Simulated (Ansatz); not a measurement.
Elastic constants of ZrVB₄: input and output

Method: DFT PBE, scalar-relativistic, plane waves, PAW (Ansatz 0.2.0).

Launched with:
```bash
ansatz run input.yaml --threads 1 --pin off --max-ram 3072MiB --backend cpu --events-out ev --progress --plain --runs-dir out
```

Input (bare energies are in eV):
```yaml
crystal:
  lattice:
    - [3.0846326436, 0.0, 0.0]
    - [-1.5423163218, 2.6713702307, 0.0]
    - [0.0, 0.0, 6.5868933809]
  atoms:
    - { symbol: Zr, position: [0.0, 0.0, 0.5] }
    - { symbol: V, position: [0.0, 0.0, 0.0] }
    - { symbol: B, position: [0.3333333333, 0.6666666667, 0.77226358] }
    - { symbol: B, position: [0.3333333333, 0.6666666667, 0.22773642] }
    - { symbol: B, position: [0.6666666667, 0.3333333333, 0.77226358] }
    - { symbol: B, position: [0.6666666667, 0.3333333333, 0.22773642] }
basis:
  ecutwfc: 420
kpoints:
  mp_grid: { grid: [12, 12, 6] }
hamiltonian:
  xc: pbe
scf:
  occupations: { method: fermi_dirac, width: 0.15 }
output:
  forces: true
  stress: true
  eigenvalues: true
elastic:
  mode: clamped_ion
  amplitude: 0.005
  stencil: two_point
```

From the output:
```
--- Elastic constants: 3 strain directions × 2 members + reference (group order 24) ---
  dense FFT box of the reference and of every strained cell: 24×24×45
  strains applied: 11, 33, 23; error gains: componentwise 1.00 (the most a stress slope's error grows in a printed constant), spectral 1.41 (1 for all six strains in a standard setting)
  C = ∂σ_k/∂η_j (tension-positive GPa; Voigt order 11 22 33 23 13 12):
       592.439     84.145    129.296      0.000      0.000      0.000
        84.145    592.439    129.296      0.000      0.000      0.000
       129.288    129.288    437.689      0.000      0.000      0.000
         0.000      0.000      0.000    240.235      0.000      0.000
         0.000      0.000      0.000      0.000    240.235      0.000
        -0.000      0.000     -0.000      0.000      0.000    254.147
  reference stress σ⁰ (GPa):     -0.010     -0.010     -0.001     -0.000     -0.000     -0.000
  C* (energy form; C + prestress term) asymmetry max|C*_kj − C*_jk| = 4.721e-4 GPa — a small one proves nothing (zero by symmetry where the batch's group is 432, −43m or m−3m); a large one is finite-difference/SCF noise where every solve ...
  moduli (Voigt/Reuss/Hill, GPa): K = 256.45/253.87/255.16   G = 232.25/226.74/229.49   E = 529.68   ν = 0.154
  mechanically stable: yes (min eigenvalue of sym C = 240.23 GPa)
  strain η (Voigt 11):  stress-route row diagonal C_11 = 592.44 GPa, energy-path curvature d²(F+E_count+ΔE)/dδ²/Ω₀ = 592.44 GPa
         δ    σ_11 (GPa) F (eV) n_scf n_hpsi n_pw
    -5.000e-3      -3.0175       -7725.0146424      10   79263   1072
     5.000e-3       2.9069       -7725.0146985       7   66505   1084
  strain η (Voigt 33):  stress-route row diagonal C_33 = 437.69 GPa, energy-path curvature d²(F+E_count+ΔE)/dδ²/Ω₀ = 437.68 GPa
         δ    σ_33 (GPa) F (eV) n_scf n_hpsi n_pw
    -5.000e-3      -2.2247       -7725.0152790      10   36500   1070
     5.000e-3       2.1521       -7725.0153342       7   29824   1084
  strain η (Voigt 23):  stress-route row diagonal C_44 = 240.23 GPa, energy-path curvature d²(F+E_count+ΔE)/dδ²/Ω₀ = 240.21 GPa
         δ    σ_23 (GPa) F (eV) n_scf n_hpsi n_pw
    -5.000e-3      -1.2012       -7725.0161522       8  123253   1078
     5.000e-3       1.2012       -7725.0161522       7   96721   1078
```

The run took 41 s on 1 thread of Intel(R) Xeon(R) 6975P-C (Granite Rapids), on a shared host, peak memory 0.67 GiB.

The cell was built by swapping an element in a database structure (itself possibly hypothetical) and relaxing; it need not be the stable form of this composition. In a metal, frequencies and elastic constants depend on the k mesh and the smearing, soft modes and shear constants most.

Clamped-ion constants are upper bounds: once the atoms relax, a strain can turn out softer or unstable.